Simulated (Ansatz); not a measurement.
## Rb4I3Cl: reading a single point

```
CELL_PARAMETERS angstrom
7.32269 0.00000 0.00000
0.00000 7.32269 0.00000
0.00000 0.00000 7.32269
ATOMIC_POSITIONS crystal
Rb 0.00000 0.00000 0.00000
Rb 0.50000 0.50000 0.00000
Rb 0.50000 0.00000 0.50000
Rb 0.00000 0.50000 0.50000
I 0.00000 0.50000 0.00000
I 0.00000 0.00000 0.50000
I 0.50000 0.00000 0.00000
Cl 0.50000 0.50000 0.50000
```

Single point in Ansatz 0.2.0 with r2SCAN, no spin polarisation. Cutoff 500 eV, PAW datasets, 4×4×4 Γ-centred k mesh, fermi-dirac filling (width 0.1 eV).

- Charges: Bader charges in e: Rb +0.84, I -0.83, Cl -0.90. In the mean Rb gives up most and Cl takes most.
- Formation energy: -1.82 eV an atom against the elements' usual phases (free molecules for gases, crystals otherwise, with no correction for O₂ or N₂), so it is bound against them; other compounds may still compete. Relaxing would lower it.
- Stress: The pressure is -0.3 GPa (compression positive), so with the atoms held at these fractions the cell is close to zero pressure.
- Electronic structure: The gap is 4.53 eV, direct at the points sampled.
- Band edges: Within 0.7 eV of the edges, the states project mainly on I p (71 %) and Cl p (25 %) below the gap and on Rb s (79 %) above it.

Origin: a known structure type with other elements, at an estimated volume, so it need not be a known compound. Caveats: no spin-orbit coupling, which can shift this gap by tenths of an eV.
